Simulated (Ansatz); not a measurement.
ZrO$_{2}$:
```
ZrO2
1.0
    4.86773     0.00000     0.00000
    0.00000     4.86773     0.00000
    0.00000     0.00000     3.25725
Zr O
2 4
Direct
  0.00000   0.00000   0.00000
  0.50000   0.50000   0.50000
  0.69423   0.30577   0.00000
  0.30577   0.69423   0.00000
  0.19423   0.19423   0.50000
  0.80577   0.80577   0.50000
```

Relaxed with r²SCAN. r²SCAN in the plane-wave PAW code Ansatz gives a gap of 4.13 eV.

Question: What gap does HSE06 give on the same cell (Ansatz, PAW)?

Answer: 5.21 eV, 1.08 eV more. The hybrid was solved on a coarser mesh and at special points; its gap is the smallest among all of these.

```tsv
k	v1 r²SCAN	c1 r²SCAN	v1 HSE06	c1 HSE06
Γ	0.00	4.13	0.00	5.23
Z	-0.86	5.36	[?]	[?]
M	-0.81	4.18	[?]	[?]
A	-0.49	4.92	[?]	[?]
R	-0.94	4.14	-0.98	5.21
X	-0.65	4.74	[?]	[?]
```

Question: Top valence (v1) and lowest conduction level (c1) in eV from each method's valence maximum (which need not be a listed point): supply the withheld HSE06 values.

Answer: 
- Z, v1 HSE06: -0.93
- Z, c1 HSE06: 6.53
- X, v1 HSE06: -0.69
- X, c1 HSE06: 5.85
- M, v1 HSE06: -0.85
- M, c1 HSE06: 5.28
- A, v1 HSE06: -0.53
- A, c1 HSE06: 6.06

Cost on shared cores: the r²SCAN run (SCF on a 6×6×9 mesh, then bands and DOS) very roughly 50 core-seconds, the HSE06 run (SCF on 4×4×5, then a few points) around 3 core-minutes (rough); the tasks are unlike.

Space group P4_2/mnm (rutile). The workflow started from a Materials Project entry (that database holds measured and hypothetical structures alike); the Crystallography Open Database copy checked does not list it. It is not the phase usual at ambient conditions (space group No. 14). The cell was relaxed with r²SCAN under the symmetry of its start; its stability against distortions is not shown here. The run is not spin-polarised. Spin–orbit coupling is left out wherever it is not named.

Potentials: the later of the program's two PAW sets.
